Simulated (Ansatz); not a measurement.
**NaSrYWO$_{6}$: what symmetry allows forces and stress to be**

```
CELL_PARAMETERS angstrom
-0.33376 4.48434 4.48434
4.15057 0.00000 4.15057
4.15057 4.15057 0.00000
ATOMIC_POSITIONS crystal
Na 0.26270 0.24577 0.24577
Sr 0.74596 0.75135 0.75135
Y 0.49637 0.50121 0.50121
W 0.99886 0.00038 0.00038
O 0.76423 0.23811 0.23134
O 0.23448 0.76075 0.77085
O 0.76423 0.76633 0.23811
O 0.23448 0.23392 0.76075
O 0.23448 0.77085 0.23392
O 0.76423 0.23134 0.76633
```

Method: DFT PBE, scalar-relativistic, plane waves, PAW in Ansatz.

Plane waves to 420 eV, a k mesh through Γ of 6×6×6 on the computed 10-atom cell and Gaussian smearing (0.02 eV); no spin polarisation.

This distorted cell has space group R3, with 3 operations.

**Question.** Without a calculation: in which directions can each atom feel a force?

**Answer.** A force must be left unchanged by every operation that keeps its atom in place, so it lies in the space that those operations leave fixed. Atoms that the group maps onto each other feel forces of one size.
```tsv
atom	site symmetry	operations at the site	equivalent to atom	allowed force (Cartesian)
Na1	3.	3	1	along (-0.58, 0.58, 0.58)
Sr2	3.	3	2	along (-0.58, 0.58, 0.58)
Y3	3.	3	3	along (-0.58, 0.58, 0.58)
W4	3.	3	4	along (-0.58, 0.58, 0.58)
O5	1	1	5	any direction
O6	1	1	6	any direction
O7	1	1	5	any direction
O8	1	1	6	any direction
O9	1	1	6	any direction
O10	1	1	5	any direction
```

That leaves 10 independent force components of 30, tied by 1 condition that the forces sum to zero, so 9 remain. A relaxation in this cell that keeps the symmetry moves the atoms in these directions alone.

**Question.** And the stress tensor?

**Answer.** It must be invariant under the point group, which leaves 2 independent components: xx = yy, xx = zz, yy = zz, xz = xy. Further linear relations between components hold in this frame.

**Question.** Do the computed values obey this?

**Answer.** Yes. Forces (eV/Å):
```
Na1  0.102 -0.102 -0.102
Sr2 -0.189  0.189  0.189
Y3   0.159 -0.159 -0.159
W4  -0.376  0.376  0.376
O5  -1.402  0.302  0.333
O6   1.555 -0.398 -0.389
O7  -0.302  0.333  1.402
O8   0.398 -0.389 -1.555
O9   0.389 -1.555 -0.398
O10 -0.333  1.402  0.302
```

Stress (GPa, compression positive, xx yy zz yz xz xy): -14.76 -14.76 -14.76 -4.89 4.89 4.89. The program imposes the same operations on density, forces and stress, so this confirms the analysis and is no independent test of the calculation.

Spin–orbit coupling is left out, which can shift energies with elements as heavy as these.

Cost: 1 run of about 1.2 core-minutes, on Arm Neoverse N1 (shared hosts).